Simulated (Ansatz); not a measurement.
ZrAg:
```xyz
4
Lattice="1.4567 -5.8002 0.0000 1.4567 5.8002 0.0000 0.0000 0.0000 4.7783" Properties=species:S:1:pos:R:3 pbc="T T T"
Zr     1.4567    -1.9048     1.1946
Ag     1.4567    -4.9882     1.1946
Zr     1.4567     1.9048     3.5837
Ag     1.4567     4.9882     3.5837
```

Relaxed with PBE. Special points in fractions of this cell's reciprocal vectors: Γ (0.000, 0.000, 0.000); Y (-0.500, 0.500, 0.000); C0 (-0.266, 0.734, 0.000); Σ0 (0.266, 0.266, 0.000); Z (0.000, 0.000, 0.500); A0 (0.266, 0.266, 0.500); E0 (-0.266, 0.734, 0.500); T (-0.500, 0.500, 0.500); S (0.000, 0.500, 0.000); R (0.000, 0.500, 0.500).

### Question
List the band energies nearest the Fermi level at these points for the program Ansatz at the PBE level (PAW).

### Answer
In eV from the Fermi level; about four levels below and three above (degenerate sets whole), none deeper than 8.9 eV; points with the same levels are listed once.

```csv
k,below,above
Γ,-1.52 -1.43 -0.66 -0.35,0.89 2.19 3.43
Y,-1.29 -0.69 -0.48 -0.27,1.51 3.49 3.53
C0,-1.39 -1.01 -0.50 -0.30,0.65 1.08 1.58
Z,-1.35 -1.35 -0.11 -0.11,0.53 0.53 2.70 2.70
A0,-1.54 -1.54 -1.23 -1.23,0.20 0.20 1.20 1.20
T,-2.45 -2.45 -0.55 -0.55,0.88 0.88 2.63 2.63
S,-1.51 -1.40 -0.29 -0.15,0.38 0.97 1.40
R,-1.53 -1.53 -1.11 -1.11,0.16 0.16 1.00 1.00
```

Space group Cmcm. The start of the workflow was typed in or built on a structure type; neither database checked (COD, Materials Project) lists it. COD files the formula under space group No. 129. Its standing as an ambient phase is unchecked. Symmetry was held in the PBE relaxation; its stability against distortions is not shown here. No spin polarisation was allowed. Scalar-relativistic: spin–orbit coupling is off unless named, which matters more the heavier the elements.

Potentials: the later of the program's two PAW sets.
